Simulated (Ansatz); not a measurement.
Relaxed-ion elastic tensor of TiO in space group Pm-3m (No. 221; Ti on 3c, O on 3d) in GPa (Voigt order), plane-wave PAW PBEsol (Ansatz code); density 4.85 g/cm³, 10.94 Å³ per atom.

```tsv
	1	2	3	4	5	6
1	341	167	167	0.0	0.0	0.0
2	167	341	167	0.0	0.0	0.0
3	167	167	341	0.0	0.0	0.0
4	0.0	0.0	0.0	59.3	0.0	0.0
5	0.0	0.0	0.0	0.0	59.3	0.0
6	0.0	0.0	0.0	0.0	0.0	59.3
```

Question: Is the crystal mechanically stable?

Answer: Yes: the smallest eigenvalue of C is 59.3 GPa.

Question: Work out the Voigt, Reuss and Hill averages.

Answer: K_V = 225, K_R = 225, K_H = 225; G_V = 70.4, G_R = 68.0, G_H = 69.2 GPa.

Question: Give Young's modulus, Poisson's ratio, Pugh's ratio and the universal anisotropy index.

Answer: E = 9KG/(3K + G) = 188 GPa; ν = 0.36; K/G = 3.26 (ductile by the Pugh limit of 1.75); A_U = 5G_V/G_R + K_V/K_R − 6 = 0.18.

Question: Estimate the sound speeds and the Debye temperature.

Answer: v_l = √((K + 4G/3)/ρ) = 8090 m/s, v_t = √(G/ρ) = 3780 m/s, mean 4250 m/s; Θ = (h/k)(3n/4πV)^(1/3) v_m = 570 K.

Question: Give the Zener ratio and Young's modulus along [100], [110] and [111].

Answer: A = 2C44/(C11 − C12) = 0.68; 1/E = S11 − 2(S11 − S12 − S44/2)Γ with Γ = 0, 1/4, 1/3 gives 231, 176, 164 GPa.

Question: Solve the Christoffel equation for the three sound speeds along [100], [110], [111].

Answer: Eigenvalues of C_ijkl n_j n_l equal ρv². In km/s, slowest first: [100] 3.50, 3.50, 8.39; [110] 3.50, 4.24, 8.04; [111] 4.01, 4.01, 7.92.

The first step of the workflow began from a Materials Project structure, measured or hypothetical; the Crystallography Open Database copy checked does not list it. COD files the formula under space group No. 12, 225. Its standing as an ambient phase is unchecked. The PBEsol relaxation kept the symmetry of its start; its stability against distortions is not shown here. The workflow began spin-polarised and lost its moments. The compound may be a true metal, but semilocal functionals without U, or a wrong spin order, can also close a gap. As this level gives no gap, shear constants depend on the k-mesh and smearing (Fermi–Dirac, 0.1 eV here).

Potentials: the later of the program's two PAW sets.
